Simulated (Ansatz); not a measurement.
CdHgSe2 in space group P-4m2 (No. 115; Cd on 1c, Hg on 1a, Se on 2g) under volume change, plane-wave PAW LDA (Ansatz code), shape and atoms relaxed at each volume.

```tsv
V (Å³/atom)	E − E(relaxed) (meV/atom)	P (GPa)
25.007	48.3	6.85
25.831	20.2	4.16
26.656	4.8	1.90
27.480	0.0	0.00
28.304	4.2	-1.59
29.129	15.9	-2.92
29.953	33.9	-4.04
```

Problem. What does a third-order Birch–Murnaghan fit give for V₀, B₀ and B′?

Solution. V₀ = 27.48 Å³/atom, B₀ = 57.7 GPa, B′ = 4.8.

The workflow started from a Materials Project entry (that database holds measured and hypothetical structures alike); the Crystallography Open Database copy checked does not list it. With Cd and Hg taken as one species the cell has the higher symmetry F-43m, so it may be an ordered model of a mixed-site phase. Whether it is the stable phase at ambient conditions was not checked. The cell was relaxed with LDA under the symmetry of its start; of distortions, only those at the zone centre were tested. Scalar-relativistic: spin–orbit coupling is off unless named, which matters more the heavier the elements.

Potentials: the later of the program's two PAW sets.
